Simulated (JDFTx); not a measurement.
TiAl(101) slab cut from bulk TiAl (space group P4/mmm, indices of the conventional cell, lattice of the Materials Project entry mp-1953, not re-optimised): 8 atoms in 4 planes, a 1x1 cell of 13.89 Å² (|a| = 2.811, |b| = 4.943 Å), 7.1 Å between the outermost planes, Al/Ti outermost, slab composition Ti4Al4, cell height 22.9 Å, 8×4×1 k mesh, Fermi smearing 0.01 Ha, no spin polarisation. Whether this polymorph is the ambient one wasn't checked. Neither spin polarisation nor a larger cell was tried.

Final geometry:
```
8
Lattice="2.811 0.000 0.000 0.000 4.943 0.000 0.000 0.000 22.900" Properties=species:S:1:pos:R:3 pbc="T T F"
Al     0.000     2.636     7.893
Al     0.000     4.209    10.294
Al     0.000     0.864    12.606
Al     0.000     2.437    15.007
Ti     1.405     0.144     8.052
Ti     1.405     1.737    10.294
Ti     1.405     3.336    12.606
Ti     1.405     4.929    14.848
```

Method: PBE, GBRV ultrasoft potentials, plane waves to 20/100 Ha, in JDFTx (a modified build). Liquid on both sides: CANDLE, acetonitrile, 1 M NaCl; nuclei fixed, outer atoms relaxed in vacuum. The electron chemical potential μ is absolute (zero in the bulk liquid) and is turned into a potential by U = −μ/e − 4.44 V vs SHE, a convention. The surface is an ideal bare cut with both faces alike: no reconstruction, overlayer or explicit solvent molecules. On the negative side CANDLE's cavity feels the periodic box, so those points shift with the cell height. Convergence in thickness and k mesh wasn't tested for this slab. In this non-aqueous liquid the SHE scale is nominal.

```tsv
U (V vs SHE)	μ (eV)	excess electrons per cell	σ (μC/cm², per face)	run
-1.00	-3.44	0.100	-5.8	fixed potential
-0.70	-3.74	0.055	-3.2	fixed potential
-0.40	-4.04	0.000	0.0	neutral
```
